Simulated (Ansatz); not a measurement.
MoPd:
Space group Fm-3m (No. 225); a = b = c = 5.1452 Å, α = β = γ = 90.00°

| atom | site | symmetry | x | y | z |
|---|---|---|---|---|---|
| Pd | 4a | m-3m | 0.0000 | 0.0000 | 0.0000 |
| Mo | 4b | m-3m | 0.5000 | 0.5000 | 0.5000 |
(The calculation used a cell of 2 atoms; values per cell refer to that cell.)

Relaxed with PBEsol.

### Question
Which orbitals make up the states near the Fermi level in PBEsol in the plane-wave PAW code Ansatz?

### Answer
Within 0.5 eV of the Fermi level: Mo 4d 75 %, Pd 4d 16 %, outside the projected shells 6 %. Projections are on Löwdin-orthogonalised atomic valence shells; empty p or d shells of many metals are not among them.

### Question
Tabulate the density of states.

### Answer
States/eV per cell of 2 atoms, in 0.25 eV bins, energy from the Fermi level.

```csv
E (eV),total,Pd 4d,Mo 4d,Mo 5s
-7.35,0.00,0.00,0.00,0.00
-7.10,0.04,0.00,0.00,0.04
-6.85,0.10,0.00,0.00,0.09
-6.60,0.15,0.00,0.00,0.13
-6.35,0.20,0.01,0.01,0.17
-6.10,0.56,0.22,0.12,0.21
-5.85,1.07,0.52,0.28,0.24
-5.60,1.82,1.02,0.49,0.27
-5.35,3.03,1.88,0.80,0.31
-5.10,5.10,3.42,1.25,0.36
-4.85,5.94,4.38,1.08,0.36
-4.60,4.61,3.41,0.84,0.30
-4.35,4.74,3.53,0.92,0.22
-4.10,4.52,3.78,0.58,0.10
-3.85,3.57,2.69,0.68,0.11
-3.60,2.11,1.69,0.31,0.08
-3.35,3.78,3.14,0.49,0.10
-3.10,3.52,2.72,0.59,0.15
-2.85,1.41,0.55,0.63,0.14
-2.60,1.20,0.37,0.63,0.11
-2.35,0.51,0.12,0.30,0.05
-2.10,0.74,0.10,0.54,0.04
-1.85,1.47,0.21,1.01,0.15
-1.60,1.32,0.18,0.90,0.16
-1.35,1.32,0.18,0.93,0.13
-1.10,1.55,0.20,1.14,0.11
-0.85,1.79,0.23,1.30,0.08
-0.60,1.65,0.23,1.20,0.03
-0.35,3.20,0.54,2.23,0.07
-0.10,3.34,0.61,2.42,0.07
0.15,3.29,0.54,2.49,0.10
0.40,3.47,0.45,2.86,0.06
0.65,5.06,0.67,4.22,0.06
0.90,3.36,0.68,2.45,0.10
1.15,2.10,0.29,1.43,0.21
1.40,1.28,0.14,0.79,0.17
1.65,1.19,0.14,0.67,0.16
1.90,1.11,0.15,0.58,0.11
2.15,0.90,0.13,0.44,0.08
2.40,0.87,0.12,0.40,0.11
2.65,0.89,0.12,0.39,0.18
2.90,0.94,0.12,0.36,0.22
3.15,0.63,0.02,0.10,0.19
3.40,0.59,0.01,0.07,0.13
3.65,0.52,0.01,0.05,0.09
3.90,0.49,0.01,0.04,0.07
4.15,0.47,0.01,0.03,0.05
4.40,0.45,0.01,0.03,0.04
4.65,0.43,0.00,0.02,0.03
```

The start of the workflow was typed in or built on a structure type; neither database checked (COD, Materials Project) lists it. Whether it is the stable phase at ambient conditions was not checked. The cell was relaxed with PBEsol under the symmetry of its start. At this level the phase is mechanically unstable. No spin polarisation was allowed. Its formation energy is positive at this level, so the cell may be metastable or incomplete. Spin–orbit coupling is left out wherever it is not named.

Potentials: the later of the program's two PAW sets.
